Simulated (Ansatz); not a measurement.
SrZrO3:
```
SrZrO3
1.0
    4.07339     0.00000     0.00000
    0.00000     4.07339     0.00000
    0.00000     0.00000     4.16333
Sr Zr O
1 1 3
Direct
  0.50000   0.50000   0.55627
  0.00000   0.00000   0.00555
  0.00000   0.00000   0.48342
  0.50000   0.00000   0.94939
  0.00000   0.50000   0.94939
```

Tensor components refer to the Cartesian frame of this cell.

Problem. Give the high-frequency dielectric tensor and the Born effective charge tensors of the independent atoms from DFPT, the program Ansatz at the LDA level (PAW).

Solution. 
ε∞:
```
4.57  0.00  0.00
0.00  4.57  0.00
0.00  0.00  4.46
```
Z* of atom 1 (Sr), rows: field, columns: displacement, in e:
```
2.58  0.00  0.00
0.00  2.58  0.00
0.00  0.00  2.43
```
Z* of atom 2 (Zr), rows: field, columns: displacement, in e:
```
5.80  0.00  0.00
0.00  5.80  0.00
0.00  0.00  5.59
```
Z* of atom 3 (O), rows: field, columns: displacement, in e:
```
-1.77   0.00   0.00
 0.00  -1.77   0.00
 0.00   0.00  -4.50
```
Z* of atom 4 (O), rows: field, columns: displacement, in e:
```
-4.69   0.00   0.00
 0.00  -1.91   0.00
 0.00   0.00  -1.76
```

Space group P4mm. The first step of the workflow began from a Materials Project structure, measured or hypothetical; the Crystallography Open Database copy checked does not list it. COD files the formula under space group No. 62, 63, 221. Its standing as an ambient phase is unchecked. Symmetry was held in the LDA relaxation. At this level the phase is dynamically unstable (imaginary phonons). No spin polarisation was allowed. Spin–orbit coupling is left out wherever it is not named.

Potentials: the later of the program's two PAW sets.
